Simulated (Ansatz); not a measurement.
Consider the following.

NaCl:
```cif
data_ClNa
_chemical_formula_sum 'Na1 Cl1'
_space_group_name_H-M_alt 'P 1'
_space_group_IT_number 1
_cell_length_a 3.96116
_cell_length_b 3.96116
_cell_length_c 3.96116
_cell_angle_alpha 60.000
_cell_angle_beta 60.000
_cell_angle_gamma 60.000
loop_
_space_group_symop_operation_xyz
  'x, y, z'
loop_
_atom_site_label
_atom_site_type_symbol
_atom_site_fract_x
_atom_site_fract_y
_atom_site_fract_z
_atom_site_occupancy
Na1 Na 0.00000 0.00000 0.00000 1
Cl1 Cl 0.50000 0.50000 0.50000 1
```

This is the PBEsol-relaxed structure.

All from PBEsol in the plane-wave PAW code Ansatz, unless another level is named. Estimate the Debye temperature from the elastic constants.

311 K.

What about the vibrational entropy at 300 K?

36.3 J/(K·mol of atoms).

Space group Fm-3m (rock salt). Symmetry was held in the PBEsol relaxation; phonons on a q-mesh show no instability.

Potentials: the earlier of the program's two PAW sets.
